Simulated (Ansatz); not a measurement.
Bi: what symmetry allows forces and stress to be

```xyz
2
Lattice="2.1738 1.2551 3.5141 -2.4774 0.9823 3.7791 -0.3880 -2.6367 3.7791" Properties=species:S:1:pos:R:3 pbc="T T T"
Bi   -0.1281   -0.0740    2.3557
Bi   -0.5634   -0.3253    8.7165
```

The calculation used DFT PBEsol, scalar-relativistic, plane waves, PAW (Ansatz 0.2.0).

Cutoff 420 eV; k points 10×10×10 on the computed 2-atom cell (Γ-centred); Gaussian smearing, width 0.10 eV; no spin polarisation.

This distorted cell has space group C2/m, with 4 operations.

Problem. Without a calculation: in which directions can each atom feel a force?

Solution. A force must be left unchanged by every operation that keeps its atom in place, so it lies in the space that those operations leave fixed. Atoms that the group maps onto each other feel forces of one size.
| atom | site symmetry | operations at the site | equivalent to atom | allowed force (Cartesian) |
| --- | --- | --- | --- | --- |
| Bi1 | m | 2 | 1 | in the plane normal to (-0.50, 0.87, 0.00) |
| Bi2 | m | 2 | 1 | in the plane normal to (-0.50, 0.87, 0.00) |

That leaves 2 independent force components of 6. A relaxation in this cell that keeps the symmetry moves the atoms in these directions alone.

Problem. And the stress tensor?

Solution. It must be invariant under the point group, which leaves 4 independent components. Linear relations between components hold in this frame.

Problem. Do the computed values obey this?

Solution. Yes. Forces (eV/Å):
```
Bi1  2.434  1.405  2.969
Bi2 -2.434 -1.405 -2.969
```

Stress (GPa, compression positive, xx yy zz yz xz xy): 16.91 22.86 8.32 4.36 7.55 -5.15. The program imposes the same operations on density, forces and stress, so this confirms the analysis and is no independent test of the calculation.

Spin–orbit coupling is left out, which can shift energies with elements as heavy as these.